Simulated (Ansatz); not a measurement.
TaS2:
```cif
data_S2Ta
_chemical_formula_sum 'Ta1 S2'
_space_group_name_H-M_alt 'P 1'
_space_group_IT_number 1
_cell_length_a 3.29093
_cell_length_b 3.29093
_cell_length_c 5.72208
_cell_angle_alpha 90.000
_cell_angle_beta 90.000
_cell_angle_gamma 120.000
loop_
_space_group_symop_operation_xyz
  'x, y, z'
loop_
_atom_site_label
_atom_site_type_symbol
_atom_site_fract_x
_atom_site_fract_y
_atom_site_fract_z
_atom_site_occupancy
Ta1 Ta 0.00000 0.00000 0.00000 1
S1 S 0.33333 0.66667 0.26862 1
S2 S 0.66667 0.33333 0.73138 1
```

Relaxed with LDA.

Which orbitals make up the states near the Fermi level in plane-wave PAW LDA (Ansatz code)?

Within 0.5 eV of the Fermi level: Ta 5d 65 %, S 3p 30 %. Projections are on Löwdin-orthogonalised atomic valence shells; empty p or d shells of many metals are not among them.

Tabulate the density of states.

States/eV per cell of 3 atoms, in 0.25 eV bins, energy from the Fermi level.

```
E (eV)  total  S 3p  Ta 5d  S 3s
------  -----  ----  -----  ----
-7.85    0.00  0.00   0.00  0.00
-7.60    0.00  0.00   0.00  0.00
-7.35    0.01  0.01   0.00  0.00
-7.10    0.24  0.14   0.06  0.01
-6.85    0.89  0.53   0.23  0.02
-6.60    1.04  0.63   0.27  0.04
-6.35    1.32  0.81   0.33  0.05
-6.10    2.00  1.27   0.48  0.07
-5.85    1.89  1.27   0.46  0.06
-5.60    2.97  2.15   0.64  0.06
-5.35    1.90  1.37   0.39  0.06
-5.10    1.46  0.99   0.30  0.08
-4.85    1.54  0.94   0.40  0.10
-4.60    1.70  1.07   0.47  0.06
-4.35    2.74  1.69   0.82  0.11
-4.10    3.57  2.29   1.05  0.12
-3.85    4.76  3.03   1.45  0.16
-3.60    3.79  2.28   1.31  0.12
-3.35    1.91  1.32   0.45  0.07
-3.10    2.09  1.59   0.37  0.06
-2.85    2.28  1.75   0.39  0.07
-2.60    2.24  1.73   0.38  0.07
-2.35    2.06  1.62   0.32  0.05
-2.10    2.12  1.69   0.33  0.04
-1.85    1.49  1.17   0.26  0.02
-1.60    0.82  0.63   0.16  0.01
-1.35    0.61  0.45   0.14  0.01
-1.10    0.63  0.39   0.21  0.01
-0.85    0.83  0.38   0.39  0.02
-0.60    0.89  0.34   0.49  0.02
-0.35    1.00  0.34   0.60  0.02
-0.10    1.33  0.41   0.85  0.02
0.15     1.48  0.42   0.99  0.02
0.40     1.43  0.38   0.98  0.02
0.65     0.81  0.26   0.51  0.00
0.90     1.47  0.52   0.88  0.01
1.15     1.47  0.49   0.90  0.01
1.40     1.50  0.47   0.95  0.02
1.65     1.44  0.43   0.94  0.01
1.90     1.49  0.39   1.02  0.01
2.15     1.52  0.33   1.10  0.01
2.40     1.62  0.28   1.24  0.01
2.65     1.73  0.22   1.40  0.01
2.90     1.59  0.19   1.24  0.01
3.15     2.05  0.18   1.67  0.01
3.40     0.33  0.05   0.24  0.00
3.65     2.71  0.89   1.39  0.11
3.90     3.12  1.04   1.53  0.11
4.15     2.41  0.80   1.08  0.08
4.40     1.88  0.60   0.79  0.06
4.65     1.56  0.43   0.61  0.07
```

Space group P-3m1 (CdI2 type). The cell was relaxed with LDA under the symmetry of its start; of distortions, only those at the zone centre were tested. The run is not spin-polarised. The volume moved by -17 % from the start of the relaxation. A crystal of weakly bound layers computed without a dispersion correction: the cell and the soft elastic constants depend strongly on that. With an odd number of electrons in the cell and no spin polarisation, the count alone makes it a metal. Spin–orbit coupling is left out wherever it is not named.

Potentials: the later of the program's two PAW sets.
